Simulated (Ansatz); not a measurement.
Relaxed-ion elastic tensor of Mo3Ir (A15 (Cr3Si type), space group No. 223) in GPa (Voigt order), r²SCAN (plane waves, PAW; program Ansatz); density 13.01 g/cm³, 15.32 Å³ per atom.

```
 535   179   179   0.0   0.0   0.0
 179   535   179   0.0   0.0   0.0
 179   179   535   0.0   0.0   0.0
 0.0   0.0   0.0  88.2   0.0   0.0
 0.0   0.0   0.0   0.0  88.2   0.0
 0.0   0.0   0.0   0.0   0.0  88.2
```

Problem. Is the crystal mechanically stable?

Solution. Yes: the smallest eigenvalue of C is 88.2 GPa.

Problem. Work out the Voigt, Reuss and Hill averages.

Solution. K_V = 298, K_R = 298, K_H = 298; G_V = 124, G_R = 111, G_H = 117 GPa.

Problem. Give Young's modulus, Poisson's ratio, Pugh's ratio and the universal anisotropy index.

Solution. E = 9KG/(3K + G) = 311 GPa; ν = 0.33; K/G = 2.54 (ductile by the Pugh limit of 1.75); A_U = 5G_V/G_R + K_V/K_R − 6 = 0.62.

Problem. Estimate the sound speeds and the Debye temperature.

Solution. v_l = √((K + 4G/3)/ρ) = 5910 m/s, v_t = √(G/ρ) = 3000 m/s, mean 3370 m/s; Θ = (h/k)(3n/4πV)^(1/3) v_m = 404 K.

Problem. Give the Zener ratio and Young's modulus along [100], [110] and [111].

Solution. A = 2C44/(C11 − C12) = 0.49; 1/E = S11 − 2(S11 − S12 − S44/2)Γ with Γ = 0, 1/4, 1/3 gives 446, 272, 241 GPa.

Space group Pm-3n (A15 (Cr3Si type)). The first step of the workflow began from a Materials Project structure, measured or hypothetical; the Crystallography Open Database copy checked does not list it. Whether it is the stable phase at ambient conditions was not checked. The cell was relaxed with r²SCAN under the symmetry of its start; whether a distortion lowers the energy is not shown. No spin polarisation was allowed. As this level gives no gap, shear constants depend on the k-mesh and smearing (Fermi–Dirac, 0.1 eV here). Spin–orbit coupling is left out wherever it is not named.

Potentials: the later of the program's two PAW sets.
